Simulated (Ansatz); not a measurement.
All numbers below come from Ansatz 0.2.0, DFT PBE, scalar-relativistic, plane waves, PAW. Plane waves to 420 eV, a 14×14×4 mesh through Γ for the 12-atom cell and 0.10 eV Gaussian smearing; collinear spin.

Energies over the elements count from the elements' standard structures at the same level, with no fitted energy shifts.

**Question.** Give a relaxed trial structure of a tetragonal metal with formula Al6Co5Ni, with a formation energy near −0.60 eV/atom and about 12 Å³ per atom, in a cell of 12 atoms. Its symmetry should be P4/mmm (No. 123).

**Answer.** Al6Co5Ni, space group P4/mmm (No. 123). Around Al on its first site lie 4 Co at 2.47 Å, 4 Ni at 2.50 Å and 6 Al at 2.85–2.94 Å; Al on its second site is surrounded by 8 Co at 2.47–2.48 Å and 6 Al at 2.85–2.86 Å; around Co on a site of symmetry 4mm lie 8 Al at 2.47 Å, 5 Co at 2.86–2.87 Å and 1 Ni at 2.89 Å; around Ni lie 8 Al at 2.50 Å, 4 Ni at 2.86 Å and 2 Co at 2.89 Å; 3 more sites not described.

```
CELL_PARAMETERS angstrom
2.85566 0.00000 0.00000
0.00000 2.85566 0.00000
0.00000 0.00000 17.21794
ATOMIC_POSITIONS crystal
Al 0.00000 0.00000 0.91460
Al 0.00000 0.00000 0.08540
Al 0.00000 0.00000 0.25080
Al 0.00000 0.00000 0.41707
Al 0.00000 0.00000 0.58293
Al 0.00000 0.00000 0.74920
Co 0.50000 0.50000 0.16776
Co 0.50000 0.50000 0.33438
Co 0.50000 0.50000 0.50000
Co 0.50000 0.50000 0.66562
Co 0.50000 0.50000 0.83224
Ni 0.50000 0.50000 0.00000
```

| Property | Result |
| --- | --- |
| Volume per atom | 11.70 Å³ |
| Density | 6.09 g/cm³ |
| Formation energy | −0.60 eV/atom |
| Gap on the 14×14×4 mesh of the 12-atom cell | 0 eV (a metal) |
| Net moment per atom | 0.07 μB |
| Moment by site | Co 0.4 (×2); Ni 0.1 μB |

The structure comes from a generated guess, relaxed at this level; another structure or a mixture of phases may lie lower. Other answers may fit too; this one was computed.

Another magnetic order may lie lower. Symmetry constrained the relaxation, so the result can be a saddle point. Site moments count only spheres around the atoms; the net moment includes the space between them.
